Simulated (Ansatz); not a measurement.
A relaxed cell of AlRuC₄N₄ is given with its symmetry left out. The cell was found from a structure generator's guess, not taken from experiment.

These are results of DFT PBE, scalar-relativistic, plane waves, PAW (Ansatz), not measurements. Cutoff 420 eV, Γ-centred mesh, Gaussian smearing, collinear spin.

```
Al Ru C N
1.0
     5.76785    0.00000    0.00000
     0.00000    5.76785    0.00000
     0.00000    0.00000    5.76785
Al Ru C N
1 1 4 4
Cartesian
  2.8839 2.8839 2.8839
  0.0000 0.0000 0.0000
  1.1385 1.1385 1.1385
  1.1385 4.6293 4.6293
  4.6293 1.1385 4.6293
  4.6293 4.6293 1.1385
  1.8218 1.8218 1.8218
  1.8218 3.9461 3.9461
  3.9461 1.8218 3.9461
  3.9461 3.9461 1.8218
```

The zero of energy is the elements' standard structures at the same level (N₂ as a molecule); no fitted shifts are applied.

(1) What space group does it have?

(2) How far does it lie from the elements in energy?

(3) Is it a metal?

(4) Which magnetic moments does it keep?

(5) From what recipe could a structure generator have reached it?

Answers

(1) P-43m (No. 215). Conventional cell: a = 5.768 Å. Around Al lie 4 N at 1.84 Å; Ru has 4 C at 1.97 Å; C has 1 N at 1.18 Å and 1 Ru at 1.97 Å; N is surrounded by 1 C at 1.18 Å and 1 Al at 1.84 Å.

(2) +0.206 eV/atom. It can't be a ground state, since the elements alone are lower.

(3) No, the gap on the 6×6×6 mesh is 0.33 eV.

(4) 0.30 μB per atom net, the space between the atoms included; by site: Ru 0.9 μB.

(5) One such recipe: two interpenetrating cyanide-bridged diamond nets (P-43m, No. 215). Other recipes can lead to the same cell.

The last run used collinear spin, a 6×6×6 mesh for its 10-atom cell and Gaussian smearing of 0.02 eV. Kohn–Sham gaps at this level usually fall short of measured ones. The reference form of C is held partly by dispersion forces, which this level lacks. The magnetic state reached may not be the lowest. Small gaps are read on the mesh alone, and bands can cross between its points. Symmetry constrained the relaxation, so the result can be a saddle point.
